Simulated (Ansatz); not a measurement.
A geometry of CsPbCl3 away from equilibrium: step 5 of the relaxation of a relaxed CsPbCl3 cell shaken by Gaussian noise of σ = 0.08 Å a coordinate. Computed with r2SCAN (plane waves to 500 eV, PAW, scalar-relativistic; Ansatz, a quantum-chemistry and plane-wave program). Γ-centred k-mesh 4×4×4 on the run's cell (coarser than for final values), Fermi–Dirac smearing 0.05 eV.

```xyz
10
Lattice="4.3935 2.4968 6.8271 -4.2074 2.4283 6.7338 0.0338 -4.9246 6.7803" Properties=species:S:1:pos:R:3:forces:R:3 pbc="T T T" free_energy=-41734.922 pressure_GPa=-0.6
Pb     0.0795     0.0448     4.3887    0.1133   -0.0720   -0.3549
Pb     0.1774    -0.1448    14.9875   -0.0007    0.0653   -0.4654
Cs    -0.0189    -0.0423     0.0102    0.0041    0.0245   -0.1152
Cs     0.1168    -0.0168    10.2259    0.0158   -0.0263   -0.0522
Cl     1.7869     2.5410    11.7807    0.3062   -0.0888    0.1097
Cl    -2.8145     0.2594    12.0433   -0.1073    0.3303    0.1242
Cl     1.3658    -2.6205    12.0991   -0.2724   -0.2068    0.1323
Cl    -1.5382    -2.5047     8.5952   -0.1622   -0.1307    0.1869
Cl     3.2554    -0.1809     8.7973    0.1798   -0.1110    0.1767
Cl    -1.4092     2.5492     8.6638   -0.0764    0.2156    0.2583
```

Positions in Å, forces in eV/Å, free energy of the cell in eV (comparable only within this code, potentials and settings). Largest force: 0.47 eV/Å, on Pb2 (atoms numbered as listed); the geometry lies 0.19 eV/atom above the end of its relaxation.

No spin polarisation in the result.

The end of the path is a generated cell of CsPbCl3: the first start was made by placing the elements on the sites of a structure type, and the end was not matched to a known phase here, so it may be hypothetical. Known forms of CsPbCl3 include space group No. 221.
